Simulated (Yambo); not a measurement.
Yambo run on a free-standing CdClOH monolayer (symmetry P3m1, slab cell 16.5 Å high). The wavefunctions are norm-conserving PBEsol (Quantum ESPRESSO, 102 Ry, without SOC) ones on a 6×6×1 mesh (17 occupied bands); a = b = 3.6460 Å, c = 16.5000 Å, α = β = 90.00°, γ = 120.00°.

Yambo input:

```
rim_cut
gw0
dyson
el_el_corr
HF_and_locXC
ppa
em1d
rim_w
RandQpts= 1000000
RandGvec= 2 Ry
CUTGeo= "slab z"
EXXRLvcs= 102 Ry
VXCRLvcs= 408 Ry
Chimod= "HARTREE"
% BndsRnXp
 5 | 100 |
%
NGsBlkXp= 6 Ry
% LongDrXp
 1.0 | 1.0 | 0.0 |
%
RandGvecW= 1000 mRy
PPAPntXp= 27.2114 eV
% GbndRnge
 1 | 41 |
%
GTermKind= "none"
DysSolver= "n"
ExtendOut
% QPkrange
 1 | 1 | 17 | 18 |
%
```

k points by index: 1 = Γ.

Table of the .qp output:

```
#    K-point    Band    Eo [eV]    E [eV]    E-Eo [eV]    Vxc [eV]    Vnlxc [eV]    Sc|Eo [eV]    Sc|E [eV]    dSc/dw|Eo [eV]    Re(Z)    Im(Z)
#
    1    17    0.000000    -0.945956    -0.945956    -16.80571    -21.31639    3.354768    3.564731    -6.038897    0.818378    -0.001396
    1    18    2.477657    3.928716    1.451059    -8.388315    -5.178735    -1.562475    -1.758521    -3.676183    0.880981    -0.001054
```
(The two width columns are left out.) Convergence of these settings isn't established.

Geometry relaxed with PBEsol.

This is a model layer cut from the bulk structure; whether it is stable on its own was not checked.
